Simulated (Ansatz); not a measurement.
YSe:
```xyz
2
Lattice="0.0000 2.8791 2.8791 2.8791 0.0000 2.8791 2.8791 2.8791 0.0000" Properties=species:S:1:pos:R:3 pbc="T T T"
Y      2.8791     2.8791     2.8791
Se     0.0000     0.0000     0.0000
```

Relaxed with r²SCAN. Special points in fractions of this cell's reciprocal vectors: Γ (0.000, 0.000, 0.000); X (0.500, 0.000, 0.500); U (0.625, 0.250, 0.625); K (0.375, 0.375, 0.750); L (0.500, 0.500, 0.500); W (0.500, 0.250, 0.750).

**Question.** List the band energies nearest the Fermi level at these points for the program Ansatz at the r²SCAN level (PAW).

**Answer.** In eV from the Fermi level; about four levels below and three above (degenerate sets whole), none deeper than 8.9 eV; points with the same levels are listed once.

```tsv
k	below	above
Γ	-3.53 -3.53 -3.53 -0.22 -0.22 -0.22	0.58 0.58 1.03
X	-5.98 -4.40 -4.40 -2.17	1.68 2.77 3.18 3.18
U	-5.83 -5.79 -4.91 -0.55	2.62 2.69 2.98
L	-7.29 -5.33 -5.33	1.82 2.32 2.32
W	-5.62 -5.55 -5.55	0.81 0.81 2.42
```

Space group Fm-3m (rock salt). The first step of the workflow began from a Materials Project structure, measured or hypothetical; the Crystallography Open Database files this formula in space group No. 225, but the cells were not matched. Whether it is the stable phase at ambient conditions was not checked. The cell was relaxed with r²SCAN under the symmetry of its start; its stability against distortions is not shown here. No spin polarisation was allowed. With an odd number of electrons in the cell and no spin polarisation, the count alone makes it a metal. Spin–orbit coupling is left out wherever it is not named.

Potentials: the earlier of the program's two PAW sets.
